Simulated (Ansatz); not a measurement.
Rough cost of magnetic runs on FeRe (P-6m2) in Ansatz 0.2.0, 2 threads of Arm Neoverse V1, on a shared host.

```xyz
2
Lattice="2.6887 0.0000 0.0000 -1.3444 2.3285 0.0000 0.0000 0.0000 4.1399" Properties=species:S:1:pos:R:3 pbc="T T T"
Fe    1.3444    0.7762    2.0700
Re    0.0000    1.5523    0.0000
```

```
                                         run  functional, mesh  k points solved  bands  iterations  wall time (s)  peak memory (GiB)
      PAW: free moments from the typed start     LDA, 10×10×12               98     22          24             15               0.38
 PAW: spiral at 0.667 of the way from Γ to A     LDA, 10×10×12              138     40          23             56               0.52
 PAW: spiral at 0.833 of the way from Γ to A     LDA, 10×10×12              132     40          23             53               0.52
                       LAPW: spiral at q = 0     LDA, 10×10×12               98     74          25            530                1.3
    LAPW: spiral at 1 of the way from Γ to A     LDA, 10×10×12              138     74          23            720                1.7
   PAW: spiral at 0.5 of the way from Γ to A     LDA, 10×10×12              132     40          23             51               0.51
LAPW: spiral at 0.333 of the way from Γ to A     LDA, 10×10×12              138     74          24            750                1.7
     PAW: spiral at 1 of the way from Γ to A     LDA, 10×10×12              138     40          23             59               0.53
 PAW: spiral at 0.167 of the way from Γ to A     LDA, 10×10×12              132     40          22             47               0.51
```
